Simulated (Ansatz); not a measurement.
Ti:
```cif
data_Ti2
_chemical_formula_sum 'Ti2'
_space_group_name_H-M_alt 'P63/mmc'
_space_group_IT_number 194
_space_group_name_Hall '-P 6c 2c'
_cell_length_a 2.90139
_cell_length_b 2.90139
_cell_length_c 4.58590
_cell_angle_alpha 90.000
_cell_angle_beta 90.000
_cell_angle_gamma 120.000
loop_
_atom_site_label
_atom_site_type_symbol
_atom_site_symmetry_multiplicity
_atom_site_Wyckoff_symbol
_atom_site_fract_x
_atom_site_fract_y
_atom_site_fract_z
_atom_site_occupancy
Ti1 Ti 2 c 0.33333 0.66667 0.25000 1
```

Relaxed at zero pressure with PBEsol in the plane-wave PAW code Ansatz.

Task: The volume is raised by 6 % and shape and atoms relax at that volume. What pressure results, and how do the axes share the change?

Result: -6.3 GPa; a 2.0 %, b 2.0 %, c 1.9 %; the energy rises by 21 meV/atom.

Task: Give the new structure.

Result: 
Space group P6₃/mmc (No. 194); a = 2.959 Å, b = 2.959 Å, c = 4.673 Å, α = 90.00°, β = 90.00°, γ = 120.00°

```csv
atom,site,symmetry,x,y,z
Ti,2c,-6m2,0.3333,0.6667,0.2500
```

The phase is kept; no other phase was compared at this pressure.

Space group P6_3/mmc (hcp (Mg type)). The PBEsol relaxation kept the symmetry of its start; of distortions, only those at the zone centre were tested. The run is not spin-polarised. Axis ratios of metals converge slowly with the k-mesh, so a and c are less sure than the volume.

Potentials: the earlier of the program's two PAW sets.
